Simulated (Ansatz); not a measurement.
PbBrF (space group P4/nmm), frozen-phonon scan

PbBrF (space group P4/nmm)

```yaml
crystal:
  lattice:
    - [4.10128, 0.00000, 0.00000]
    - [0.00000, 4.10128, 0.00000]
    - [0.00000, 0.00000, 7.38339]
  atoms:
    - { symbol: Pb, position: [0.00000, 0.50000, 0.80498] }
    - { symbol: Pb, position: [0.50000, 0.00000, 0.19502] }
    - { symbol: Br, position: [0.50000, 0.00000, 0.64626] }
    - { symbol: Br, position: [0.00000, 0.50000, 0.35374] }
    - { symbol: F, position: [0.50000, 0.50000, 0.00000] }
    - { symbol: F, position: [0.00000, 0.00000, 0.00000] }
```

The atoms are displaced by Q × the pattern below (from a DFPT mode at Γ, largest move 1; Q in Å), at fixed cell. It is one choice among 2 degenerate patterns.

| atom | x | y | z |
|---|---|---|---|
| Pb1 | 0.000 | -0.006 | 0.000 |
| Pb2 | 0.000 | 0.006 | 0.000 |
| Br3 | 0.000 | 0.044 | 0.000 |
| Br4 | 0.000 | -0.044 | 0.000 |
| F5 | 0.000 | 1.000 | 0.000 |
| F6 | 0.000 | -1.000 | 0.000 |

The numbers are results of LDA (plane waves to 420 eV, PAW, scalar-relativistic; Ansatz, an electronic-structure program), not measurements. k mesh 8×8×5 (Γ-centred), Fermi-Dirac smearing 0.05 eV. Energies are smeared free energies. Stress and pressure are positive under compression. PbBrF was relaxed with its symmetry unable to fall. Spin-orbit coupling is left out, though Pb is heavy. ΔE is measured from the undisplaced structure.

| Q (Å) | ΔE (meV/cell) | P (GPa) | −dE/dQ from forces (eV/Å) |
|---|---|---|---|
| -0.280 | 315 | 1.27 | 2.397 |
| -0.233 | 215 | 0.87 | 1.925 |
| -0.187 | 135 | 0.55 | 1.491 |
| -0.140 | 75 | 0.31 | 1.090 |
| -0.093 | 33 | 0.14 | 0.713 |
| -0.047 | 8 | 0.04 | 0.352 |
| 0.000 | 0 | 0.01 | 0.000 |
| 0.047 | 8 | 0.04 | -0.352 |
| 0.093 | 33 | 0.14 | -0.713 |
| 0.140 | 75 | 0.31 | -1.090 |
| 0.187 | 135 | 0.55 | -1.491 |
| 0.233 | 215 | 0.87 | -1.925 |
| 0.280 | 315 | 1.27 | -2.397 |

Read from the data:

- Energy at Q = 0.280 Å: 315 meV/cell
- Space group of the distorted cell: P2_1/m (No. 11), lowered from P4/nmm
- Symmetry of the curve: even: the same for both signs
- Shape of the curve: a single well with its minimum at or next to zero displacement
- Harmonic wavenumber from the curvature (finite differences): 231 cm⁻¹
- Wavenumber by perturbation theory (DFPT, on another k mesh): 231 cm⁻¹

(For displaced atoms, the force is minus the slope of the energy, and its curvature is a force constant, which sets phonon frequencies.)
